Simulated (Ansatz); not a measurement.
AlP:
```cif
data_Al4P4
_chemical_formula_sum 'Al4 P4'
_space_group_name_H-M_alt 'F-43m'
_space_group_IT_number 216
_space_group_name_Hall 'F -4 2 3'
_cell_length_a 5.50724
_cell_length_b 5.50724
_cell_length_c 5.50724
_cell_angle_alpha 90.000
_cell_angle_beta 90.000
_cell_angle_gamma 90.000
loop_
_atom_site_label
_atom_site_type_symbol
_atom_site_symmetry_multiplicity
_atom_site_Wyckoff_symbol
_atom_site_fract_x
_atom_site_fract_y
_atom_site_fract_z
_atom_site_occupancy
Al1 Al 4 a 0.00000 0.00000 0.00000 1
P1 P 4 d 0.75000 0.75000 0.75000 1
```
(The calculation used a cell of 2 atoms; values per cell refer to that cell.)

Relaxed with PBE.

Question: Which orbitals make up the states near the band edges in plane-wave PAW PBE (Ansatz code)?

Answer: Top 1 eV of the valence band: P 3p 80 %, Al 3p 17 %. Bottom 1 eV of the conduction band: Al 3p 52 %, P 3s 17 %, P 3p 8 %, Al 3s 8 %, outside the projected shells 14 %. Projections are on Löwdin-orthogonalised atomic valence shells; empty p or d shells of many metals are not among them.

Question: Tabulate the density of states.

Answer: States/eV per cell of 2 atoms, in 0.25 eV bins, energy from the valence-band maximum.

| E (eV) | total | P 3p | Al 3p | Al 3s |
|---|---|---|---|---|
| -7.85 | 0.00 | 0.00 | 0.00 | 0.00 |
| -7.60 | 0.00 | 0.00 | 0.00 | 0.00 |
| -7.35 | 0.00 | 0.00 | 0.00 | 0.00 |
| -7.10 | 0.00 | 0.00 | 0.00 | 0.00 |
| -6.85 | 0.00 | 0.00 | 0.00 | 0.00 |
| -6.60 | 0.00 | 0.00 | 0.00 | 0.00 |
| -6.35 | 0.00 | 0.00 | 0.00 | 0.00 |
| -6.10 | 0.00 | 0.00 | 0.00 | 0.00 |
| -5.85 | 0.00 | 0.00 | 0.00 | 0.00 |
| -5.60 | 0.00 | 0.00 | 0.00 | 0.00 |
| -5.35 | 0.15 | 0.08 | 0.03 | 0.03 |
| -5.10 | 1.05 | 0.60 | 0.13 | 0.30 |
| -4.85 | 2.69 | 1.51 | 0.22 | 0.89 |
| -4.60 | 1.02 | 0.57 | 0.11 | 0.27 |
| -4.35 | 0.65 | 0.37 | 0.07 | 0.15 |
| -4.10 | 0.47 | 0.27 | 0.05 | 0.10 |
| -3.85 | 0.38 | 0.22 | 0.04 | 0.08 |
| -3.60 | 0.30 | 0.17 | 0.03 | 0.05 |
| -3.35 | 0.46 | 0.28 | 0.10 | 0.05 |
| -3.10 | 1.28 | 0.80 | 0.37 | 0.06 |
| -2.85 | 1.12 | 0.70 | 0.30 | 0.07 |
| -2.60 | 1.11 | 0.70 | 0.29 | 0.07 |
| -2.35 | 1.27 | 0.82 | 0.35 | 0.07 |
| -2.10 | 1.65 | 1.09 | 0.46 | 0.06 |
| -1.85 | 1.80 | 1.23 | 0.49 | 0.05 |
| -1.60 | 1.75 | 1.23 | 0.45 | 0.04 |
| -1.35 | 1.69 | 1.22 | 0.40 | 0.03 |
| -1.10 | 1.68 | 1.26 | 0.37 | 0.02 |
| -0.85 | 1.62 | 1.26 | 0.32 | 0.01 |
| -0.60 | 0.99 | 0.80 | 0.16 | 0.01 |
| -0.35 | 0.63 | 0.53 | 0.08 | 0.00 |
| -0.10 | 0.22 | 0.20 | 0.02 | 0.00 |
| 0.15 | 0.00 | 0.00 | 0.00 | 0.00 |
| 0.40 | 0.00 | 0.00 | 0.00 | 0.00 |
| 0.65 | 0.00 | 0.00 | 0.00 | 0.00 |
| 0.90 | 0.00 | 0.00 | 0.00 | 0.00 |
| 1.15 | 0.00 | 0.00 | 0.00 | 0.00 |
| 1.40 | 0.00 | 0.00 | 0.00 | 0.00 |
| 1.65 | 0.01 | 0.00 | 0.01 | 0.00 |
| 1.90 | 0.12 | 0.00 | 0.07 | 0.00 |
| 2.15 | 0.22 | 0.02 | 0.12 | 0.01 |
| 2.40 | 0.35 | 0.03 | 0.18 | 0.03 |
| 2.65 | 0.51 | 0.07 | 0.23 | 0.07 |
| 2.90 | 0.79 | 0.11 | 0.30 | 0.14 |
| 3.15 | 1.17 | 0.17 | 0.41 | 0.24 |
| 3.40 | 1.80 | 0.29 | 0.62 | 0.39 |
| 3.65 | 2.01 | 0.36 | 0.67 | 0.43 |
| 3.90 | 1.67 | 0.35 | 0.55 | 0.33 |
| 4.15 | 0.61 | 0.14 | 0.13 | 0.14 |
| 4.40 | 0.66 | 0.12 | 0.17 | 0.13 |
| 4.65 | 1.85 | 0.28 | 0.81 | 0.20 |
| 4.90 | 2.51 | 0.38 | 1.15 | 0.23 |
| 5.15 | 1.46 | 0.24 | 0.68 | 0.12 |
| 5.40 | 1.36 | 0.23 | 0.63 | 0.10 |
| 5.65 | 1.63 | 0.27 | 0.74 | 0.10 |
| 5.90 | 1.44 | 0.25 | 0.58 | 0.11 |
| 6.15 | 1.24 | 0.21 | 0.49 | 0.10 |
| 6.40 | 1.37 | 0.25 | 0.53 | 0.12 |

Symmetry was held in the PBE relaxation.

Potentials: the earlier of the program's two PAW sets.
